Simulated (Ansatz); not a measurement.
Tl:
```xyz
1
Lattice="3.1875 0.0000 0.0000 0.0000 3.1875 0.0000 0.0000 0.0000 3.1875" Properties=species:S:1:pos:R:3 pbc="T T T"
Tl     0.0000     0.0000     0.0000
```

Relaxed with r²SCAN. Special points in fractions of this cell's reciprocal vectors: Γ (0.000, 0.000, 0.000); X (0.000, 0.500, 0.000); M (0.500, 0.500, 0.000); R (0.500, 0.500, 0.500).

List the band energies nearest the Fermi level at these points for the program Ansatz at the r²SCAN level (PAW).

In eV from the Fermi level; about four levels below and three above (degenerate sets whole), none deeper than 8.9 eV; … stands for higher levels left out; points with the same levels are listed once.

| k | below | above |
|---|---|---|
| Γ | – | 6.90 6.90 6.90 |
| X | -6.78 -3.09 | 9.78 9.78 12.30 |
| M | -3.84 -0.57 -0.57 | 4.88 13.19 … |
| R | -0.77 | 1.91 1.91 1.91 |

Space group Pm-3m (simple cubic). A made-up cell: these elements were put on the sites of a structure type; neither database checked (COD, Materials Project) lists it. It is not the phase usual at ambient conditions (space group No. 194). The cell was relaxed with r²SCAN under the symmetry of its start. At this level the phase is mechanically unstable. Spin–orbit coupling is left out wherever it is not named.

Potentials: the later of the program's two PAW sets.
